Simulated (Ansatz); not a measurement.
Cu (fcc (Cu type)), relaxed with PBEsol (Ansatz, a first-principles code, plane waves, PAW): a = 3.563 Å, b = 3.563 Å, c = 3.563 Å, α = 90.00°, β = 90.00°, γ = 90.00°.

Question: The same phase is relaxed and computed with PBE+D3(BJ) in the same code. What is the cell now?

Answer: a = 3.563 Å, b = 3.563 Å, c = 3.563 Å, α = 90.00°, β = 90.00°, γ = 90.00°.

All cells were relaxed under the symmetry of their starts (and spin orders); stability against distortions was not tested throughout. Named crystals with no word on spin ran without spin polarisation.

Potentials: the earlier of the program's two PAW sets. The files were generated under PBE; for other functionals the program regenerates the frozen cores, and for LDA and PBEsol the local potential too.

Ansatz is a plane-wave DFT program.
